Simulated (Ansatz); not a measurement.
Starting cell, TiC (rock salt):

```yaml
crystal:
  lattice:
    - [0.00000, 2.14664, 2.14664]
    - [2.14664, 0.00000, 2.14664]
    - [2.14664, 2.14664, 0.00000]
  atoms:
    - { symbol: C, position: [0.00000, 0.00000, 0.00000] }
    - { symbol: Ti, position: [0.50000, 0.50000, 0.50000] }
```

In each cell atom 2 (Ti, nearest neighbour C at 2.147 Å; its periodic images, 3.0 Å or more away, move with it) moves by s·(0.000, -1.000, 0.000) (towards the nearest neighbour), the rest being held.

Computed with PBEsol (plane waves to 420 eV, PAW, scalar-relativistic; Ansatz, a program for electronic structure). k mesh 15×15×15 (Γ-centred), Fermi-Dirac smearing 0.05 eV. The energy includes the smearing's −TS. Left out: 2 of 11 points, with atoms too close for the PAW data. With partly filled bands, energies and forces of such displacements shift with the k mesh and the smearing. TiC is run without spin polarisation. TiC was relaxed with its symmetry unable to fall. The zero of ΔE is the undisplaced structure.

Successive frames, forces in eV/Å:

```json
[
 {"frame": "s = 0.000 Å", "ΔE (meV/cell)": "0", "F on C1": "(0.000, 0.000, 0.000)", "F on Ti2": "(0.000, 0.000, 0.000)"},
 {"frame": "s = -0.086 Å", "ΔE (meV/cell)": "38", "F on C1": "(0.000, 0.856, 0.000)", "F on Ti2": "(0.000, -0.856, 0.000)"},
 {"frame": "s = -0.172 Å", "ΔE (meV/cell)": "150", "F on C1": "(0.000, 1.807, 0.000)", "F on Ti2": "(0.000, -1.807, 0.000)"}
]
```

Task: What are the energy and the forces in the next frame, s = -0.258 Å?

Result: ΔE (meV/cell) = 357.

| atom | Fx | Fy | Fz |
|---|---|---|---|
| C1 | 0.000 | 3.055 | 0.000 |
| Ti2 | 0.000 | -3.055 | 0.000 |

(For displaced atoms, the force is minus the slope of the energy, and its curvature is a force constant, which sets phonon frequencies.)
